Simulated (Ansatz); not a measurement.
**A vibration from a frozen displacement in Ga₃Se**

Theory: DFT PBEsol+D3(BJ), scalar-relativistic, plane waves, PAW in Ansatz. Cutoff 420 eV, Γ-centred 12×12×12 k-points, Gaussian smearing of 0.15 eV. No spin polarisation. Energies are free energies at this smearing, counted from the undisturbed cell; pressure is positive in compression.

The starting cell (relaxed at this level; with this scan's settings it stands at 0.1 GPa; it needn't be the usual structure):

```
CELL_PARAMETERS angstrom
4.22492 0.00000 0.00000
0.00000 4.22492 0.00000
0.00000 0.00000 4.22492
ATOMIC_POSITIONS crystal
Ga 0.00000 0.50000 0.50000
Ga 0.50000 0.00000 0.50000
Ga 0.50000 0.50000 0.00000
Se 0.00000 0.00000 0.00000
```

Atom 4 (Se) is moved by x along the Cartesian unit vector (0.000, 1.000, 0.000); the cell and all other atoms stay fixed. The cell's volume is 75.41 Å³; the moved atoms weigh 78.971 u together and the others 209.169 u. Some rows repeat others by symmetry and weren't run.

| x (Å) | ΔE (meV/cell) | total force on the moved atoms along the move (eV/Å) | pressure (GPa) |
| --- | --- | --- | --- |
| -0.2000 | 21.65 | 0.2255 | 0.4164 |
| -0.1667 | 14.84 | 0.1836 | 0.3158 |
| -0.1333 | 9.38 | 0.1437 | 0.2339 |
| -0.1000 | 5.23 | 0.1059 | 0.1707 |
| -0.0667 | 2.31 | 0.0697 | 0.1257 |
| -0.0333 | 0.57 | 0.0345 | 0.0987 |
| 0.0000 | 0.00 | 0.0000 | 0.0898 |
| 0.0333 | 0.57 | -0.0345 | 0.0987 |
| 0.0667 | 2.31 | -0.0697 | 0.1257 |
| 0.1000 | 5.23 | -0.1059 | 0.1707 |
| 0.1333 | 9.38 | -0.1437 | 0.2339 |
| 0.1667 | 14.84 | -0.1836 | 0.3158 |
| 0.2000 | 21.65 | -0.2255 | 0.4164 |

What frequency belongs to this motion?

The force constant is k = −dF/dx = 1.036 eV/Å², from the parabola through x = -0.0333, 0 and 0.0333. In every cell the moved atoms swing against the rest, so the mass is μ = m₁m₂/(m₁ + m₂) = 57.327 u, and ν̃ = 521.5 cm⁻¹ × √(|k|/μ) = 70 cm⁻¹. The pattern needn't be a normal mode: ν̃² is then a weighted mean of the squared nonzero frequencies at the zone centre of this cell, so it lies between the lowest and the highest of them.

How far does the harmonic law reach?

At x = -0.200 Å, kx²/2 = 20.72 meV against the computed 21.65 meV (+4.5 %): the well is still close to harmonic there.

The pressure changes with x². What does that say about the frequency under compression?

With E = k(V)x²/2, k ∝ V^(−2γ) and x scaling with the cell as V^(1/3), P − P0 = −∂E/∂V = (2γ − 2/3) ΔE/V. At x = 0.0667 Å, V(P − P0) = 75.41 × 0.03598 / 160.2 eV = 16.93 meV and ΔE = 2.31 meV, so γ = 1/3 + V(P − P0)/(2ΔE) = 4.00. This is the Grüneisen parameter of the motion under uniform scaling of the cell: shrinking the cell evenly by 1 % in volume raises the frequency by about 4.00 %.

In a metal these slopes depend on the k mesh and the smearing.

Cost: 7 runs of about 3 core-minutes in all, on Intel Xeon Platinum 8488C (Sapphire Rapids) (shared hosts).